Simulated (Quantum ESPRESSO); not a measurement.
# Planted mistakes on one cell of GaSi2O5F

Calculated results; nothing here was measured. They come from pw.x of Quantum ESPRESSO 7.5, a plane-wave density functional program, with PseudoDojo standard norm-conserving files (v0.5 for PBE, v0.4.1 for LDA and PBEsol). The cells are made up: elements, strain and atom displacements were drawn at random, and nothing was relaxed. There is no spin polarisation, spin-orbit coupling or dispersion term.

The cell has 9 sites of a quartz lattice. Sites 1 to 3 hold Ga Si Si; sites 4 to 9 hold O O O O F O. Cell vectors in Å: (5.267, -0.011, -0.039); (-2.643, 4.484, 0.033); (-0.043, 0.017, 5.718). Settings: PBE, cutoff 1143 eV, 5 x 5 x 4 k mesh shifted by half a step, Fermi-Dirac smearing of 0.025 eV.

The intended run has a self-consistency threshold of 1e-07 eV, a smearing term of 0.000 eV, a pressure of -2.16 GPa and 12 iterations. Each further run changes one thing: all lengths scaled by 0.9824; atoms of sites 4 and 8 exchanged; cutoff 738 eV; files of LDA; one electron removed; smearing 0.86 eV; threshold 0.9 eV. A coarse mesh keeps the shift, and a charged cell sits in a uniform background.

```
run  change of free energy (eV)  smearing term -TS (eV)  change of P (GPa)  largest change of a force component (eV/Å)  iterations
  A                      -0.279                   0.000               0.26                                       4.964          12
  B                       0.207                   0.000              -7.57                                       2.503           3
  C                       4.645                   0.000             -39.08                                       0.184          12
  D                       7.049                   0.000              -7.19                                       0.634          12
  E                      -0.362                  -1.569               2.22                                       0.375          12
  F                      -1.693                  -0.026              -9.72                                       1.204          16
  G                       0.068                   0.000               7.75                                       0.933          12
```

A rerun of the intended cell at 1437 eV and k mesh 7 x 7 x 6 moved values by no more than 0.003 eV in the cell's energy, 0.02 GPa in stress and 0.002 eV/Å in force.

Question: which change belongs to which run?

## Worked reading

Run B has the fewest iterations, as a run stopped early does. Run E has the largest smearing term, as wide smearing gives. Run C has a higher energy and the largest fall in pressure, as too small a basis gives. Run G changes the volume by a factor of 0.9481; minus its pressure change over the logarithm of that factor, 145 GPa, is a rough bulk modulus with clamped atoms. Energies from files of another functional, or of a charged cell, have another zero and say nothing on stability; the pressure of a charged cell rests on the program's zero of potential too.

## Key

```
run,change
A,atoms of sites 4 and 8 exchanged
B,threshold 0.9 eV
C,cutoff 738 eV
D,files of LDA
E,smearing 0.86 eV
F,one electron removed
G,all lengths scaled by 0.9824
```